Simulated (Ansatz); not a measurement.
## Structure relaxation, TiSi$_{2}$

The start is a generated cell, TiSi2 placed in the Al2Cu structure type. The structure is fully relaxed (lattice and positions, P = 0) with r2SCAN (plane waves to 500 eV, PAW, scalar-relativistic; Ansatz, a first-principles code). The first steps use a coarse 6×6×6 k-mesh.

Starting cell:
```
CELL_PARAMETERS angstrom
     -3.42530     3.42530     2.75612
      3.42530    -3.42530     2.75612
      3.42530     3.42530    -2.75612
ATOMIC_POSITIONS crystal
  Si 0.65800 0.15800 0.81600
  Si 0.84200 0.65800 0.50000
  Si 0.15800 0.34200 0.50000
  Si 0.34200 0.84200 0.18400
  Ti 0.25000 0.25000 0.00000
  Ti 0.75000 0.75000 0.00000
```

Task: How large is the pressure on the unrelaxed cell, and of which sign?

Result: -18 GPa (negative: the cell is under tension).

Task: Which atoms feel the largest initial force, and how large is it?

Result: About 0.5 eV/Å, on Si1, Si2, Si3, Si4 (atoms numbered as listed).

Task: Does the structure survive the relaxation? Give the final space group.

Result: The space group goes from I4/mcm (No. 140) to P4/mmm (No. 123), with 3 atoms in the primitive cell.

Task: How much energy is released per atom?

Result: 0.59 eV/atom.

Task: How does the volume per atom move from start to end?

Result: -20.4 %, from 21.56 to 17.16 Å³/atom.

Task: How do the shortest distances between atoms change?

Result: The closest pairs of elements (up to four, under 3.6 Å), start → end: Si–Ti 2.93 → 2.57 Å; Ti–Ti 2.76 → 2.66 Å; Si–Si 3.06 → 2.66 Å.

Task: Is the relaxed structure metallic? Give its gap.

Result: No gap (metallic).

Task: What does it relax into? Give the structure.

Result: 
Space group P4/mmm (No. 123); a = b = 4.396 Å, c = 2.663 Å, α = β = γ = 90.00°

```
atom  site  symmetry       x       y       z
----  ----  --------  ------  ------  ------
Si      2f      mmm.  0.0000  0.5000  0.0000
Ti      1b     4/mmm  0.0000  0.0000  0.5000
```

Final values are on a 11×11×17 k-mesh of the relaxed cell. No spin polarisation in the result.

The run could not lose the symmetry of its start, so the end can be a saddle point.

The relaxed structure here is a generated cell of TiSi2: the first start was made by placing the elements on the sites of a structure type, and the end was not matched to a known phase here, so it may be hypothetical. Known forms of TiSi2 include space group No. 63, 70.
